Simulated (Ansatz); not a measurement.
The elements of this relaxed trial crystal are hidden behind letters.

```
lattice vectors (Å)
   4.5369    0.0000    0.0000
   0.0000    4.5369    0.0000
   0.0000    0.0000    4.8997
fractional positions
X 0.0000 0.5000 0.6399
X 0.0000 0.0000 0.0100
X 0.5000 0.0000 0.6399
Z 0.0000 0.0000 0.4936
Q 0.5000 0.5000 0.7784
```

Level of theory: DFT PBE, scalar-relativistic, plane waves, PAW in Ansatz. Plane waves to 420 eV, a 6×6×6 mesh through Γ for the 5-atom cell and 0.02 eV Gaussian smearing; no spin polarisation.

- Space group: P4mm (No. 99)
- Conventional cell: a = 4.537 Å, c = 4.900 Å
- Volume per atom: 20.17 Å³
- Density: 1.96 g/cm³
- Formation energy: −1.532 eV/atom
- Gap on the 6×6×6 mesh of the 5-atom cell: 3.31 eV

Energies are uncorrected and count from the elements' standard states at the same level.

Problem. X is an s-block element of period 2, Z is a p-block element of period 4 and Q is a p-block element of period 2. Which elements are they?

Solution. X = Li, Z = Se, Q = F, so the formula is Li3SeF. Density times volume gives a mean mass of 1.96 × 20.17/1.6605 = 23.8 u per atom, and this set has 23.8 u. Around Li on a site of symmetry 2mm lie 2 F at 2.37 Å, 2 Se at 2.38 Å and 2 Li at 2.90 Å; around Se lie 5 Li at 2.37–2.38 Å and 1 Li at 2.53 Å; F has 4 Li at 2.37 Å; 1 more site not described. Other sets within the hints have nearly the same mass, so mass alone doesn't settle it; this one was computed.

Kohn–Sham gaps at this level usually fall short of measured ones. A structure relaxed within its symmetry needn't be a true minimum.
